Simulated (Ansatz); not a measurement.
KAsH2O4 in space group Fdd2 (No. 43; Pearson symbol oF64), the program Ansatz at the r²SCAN level (PAW). The conduction-band minimum lies at Γ, with 1 equivalent valley. Second derivatives d²E/dk² of the lowest band at one valley (eV·Å²), along Cartesian directions:

```csv
direction,d²E/dk²
[100],14.64
[010],14.81
[001],13.24
[110],14.73
[101],13.94
[011],14.03
```

Problem. Find the principal effective masses, the density-of-states mass and the conductivity mass.

Solution. Off-diagonal terms follow from H_xy = H[110] − (H_xx + H_yy)/2, and m*/mₑ = 7.620 eV·Å² over each eigenvalue: 0.51, 0.52, 0.58. One valley's DOS mass (m₁m₂m₃)^(1/3) = 0.54, conductivity mass 3/(Σ 1/mᵢ) = 0.54 mₑ.

Problem. What effective density of states Nc follows at 300 K for parabolic valleys?

Solution. Nc = 2.509e19 × 1 × (0.54)^(3/2) ≈ 1.0e19 cm⁻³.

The workflow started from a Materials Project entry (that database holds measured and hypothetical structures alike); the Crystallography Open Database copy checked does not list it. Whether it is the stable phase at ambient conditions was not checked. The r²SCAN relaxation kept the symmetry of its start; its stability against distortions is not shown here. Scalar-relativistic: spin–orbit coupling is off unless named, which matters more the heavier the elements.

Potentials: the later of the program's two PAW sets.

Edges and masses are those of Kohn–Sham bands, whose gap is no quasiparticle gap.
